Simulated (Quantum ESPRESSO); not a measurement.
Space group R-3, hexagonal axes (No. 148); a = b = 7.3114 Å, c = 7.1296 Å, α = β = 90.00°, γ = 120.00°

```json
[
 {"atom": "F", "site": "18f", "symmetry": "1", "x": "0.0884", "y": "0.2217", "z": "0.1435"},
 {"atom": "K", "site": "3b", "symmetry": "-3.", "x": "0.0000", "y": "0.0000", "z": "0.5000"},
 {"atom": "As", "site": "3a", "symmetry": "-3.", "x": "0.0000", "y": "0.0000", "z": "0.0000"}
]
```
(The calculation used a cell of 8 atoms; values per cell refer to that cell.)

The geometry is that of Materials Project entry mp-4266, symmetrised and not relaxed again.

Q: What does norm-conserving LDA (Quantum ESPRESSO, 84 Ry, scalar-relativistic) give for the electronic structure near the Fermi level?

A: The LDA gap is direct, 5.14 eV at Γ. Spin-orbit splittings are left out.
